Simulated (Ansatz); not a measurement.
**Cu: energy along a strain**

Cu, P6_3/mmc, a = 2.534 Å, c = 4.113 Å (as given, not relaxed at this level: 0.2 GPa). This isn't the element's structure at ambient conditions. Ansatz: r2SCAN, PAW, 500 eV, Γ-centred 24×24×12 mesh on 2 atoms, Gaussian smearing 0.15 eV; no spin polarisation. Cell vectors (Å): 2.534 0.000 0.000; -1.267 2.195 0.000; 0.000 0.000 4.113. The cell is strained by x per cent times the pattern (0 0 1 0 0 0) in the order xx yy zz yz xz xy (engineering shears), with fractional coordinates held. y is the free energy over the start, V0 = 11.436 Å³/atom.

```
x (%) y (meV/atom)
-2.00          6.65
-1.50             ?
-1.00          2.17
-0.50          0.81
 0.00          0.00
 0.50         -0.28
 1.00         -0.04
 1.50          0.69
 1.75          1.24
 2.00          1.90
```

Fit y = c1 x + c2 x² + c3 x³ to the other rows, get the stiffness along the pattern, and predict the missing energy.

Least squares on the rows shown. y = −1.080 x + 1.068 x² − 0.02683 x³. The clamped-ion stiffness p·C·p = 2 × 10.68 eV × 160.2 / 11.436 Å³ = 299 GPa, which is C33 in these axes; c1 is there for the stress left in the start, which by itself gives a slope of -1.08 meV/atom per %. At x = -1.50 the fit asked for gives 4.11 meV/atom. The run gave 4.11 meV/atom, the same to the digits shown.